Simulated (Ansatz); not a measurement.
Here is the system:

YSi2:
```xyz
3
Lattice="4.0702 0.0000 0.0000 -2.0351 3.5249 0.0000 0.0000 0.0000 4.0007" Properties=species:S:1:pos:R:3 pbc="T T T"
Y      0.0000     0.0000     0.0000
Si     0.0000     2.3500     2.0003
Si     2.0351     1.1750     2.0003
```

This is the r²SCAN-relaxed structure.

Question: All from the program Ansatz at the r²SCAN level (PAW), unless another level is named. Give the electronic character.

Answer: metallic (no gap).

Question: What about the density of states at the Fermi level?

Answer: 0.67 states/eV per atom (mean over ±0.08 eV).

Question: Give the formation energy from the elements (no fitted shifts).

Answer: -0.56 eV/atom.

Question: And the gap with spin–orbit coupling?

Answer: none (metallic).

Space group P6/mmm. Its axis ratio c/a = 0.98 departs by over 6 % from that of the usual cell of this phase: another minimum, or an error of the functional. The r²SCAN relaxation kept the symmetry of its start; whether a distortion lowers the energy is not shown. The run is not spin-polarised. The references are the lowest solids computed at this level, not always the standard phases. Scalar-relativistic: spin–orbit coupling is off unless named, which matters more the heavier the elements.

Potentials: the later of the program's two PAW sets.
